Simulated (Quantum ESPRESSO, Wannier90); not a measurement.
Tight-binding from DFT: CdTe (zinc blende)

```xyz
2
Lattice="0.0000 3.2821 3.2821 3.2821 0.0000 3.2821 3.2821 3.2821 0.0000" Properties=species:S:1:pos:R:3 pbc="T T T"
Cd     0.0000     0.0000     0.0000
Te    -1.6411    -1.6411    -1.6411
```

Materials Project entry mp-406; symmetrised, unrelaxed at this level. COD (Crystallography Open Database) has the formula in 2 space groups, this one among them (matched by group alone). Level: PBEsol, spinors with spin-orbit coupling; pw.x of Quantum ESPRESSO at 82 Ry with PseudoDojo potentials, 6×6×6 k-points, Wannier90. Density: 8×8×8 mesh, Gaussian smearing 0.01 Ry. With spin-orbit coupling a semilocal functional can close or falsely invert a small gap; the band order was not checked against a better method. The gap is small at this level and was sampled on the meshes and a path alone.

Valence charges of the files: Cd 20, Te 16. 62 bands were computed.

Isolated groups of bands, relative to the valence-band maximum (bands from 37 on overlap up to the last one computed):

```tsv
bands	from (eV)	to (eV)	filling	weight on atomic waves
1–2	-102.16	-102.16	filled	Cd 4s 100 %
3–4	-67.32	-67.32	filled	Cd 4p 100 %
5–8	-61.47	-61.47	filled	Cd 4p 100 %
9–12	-37.04	-37.04	filled	Te 4d 100 %
13–18	-35.57	-35.57	filled	Te 4d 100 %
19–20	-11.27	-10.78	filled	Te 5s 80 %, Cd 4d 12 %, Cd 5s 8 %
21–30	-8.72	-7.46	filled	Cd 4d 96 %
31–36	-4.55	0.00	filled	Te 5p 80 %, Cd 5s 12 %
```

Wanted is a model with the orbitals Cd s p, Te s p, without the filled groups that are mainly made of other shells (semicore states, and anion s where it isn't named); all higher bands stay in for disentanglement.

Problem. Give num_wann, exclude_bands and num_bands, and the number of electrons that the model holds.

Solution. Electrons: 1×20 + 1×16 = 36, which fill 36 bands.
num_wann = 2 × (1×4 + 1×4) = 16.
exclude_bands = 1-18,21-30, 28 bands, so num_bands = 62 − 28 = 34.
The model holds 36 − 1×28 = 8 electrons. With the window frozen to 1.78 eV it follows pw.x to 4.2 meV rms (states up to 1.3 eV relative to the valence-band maximum).
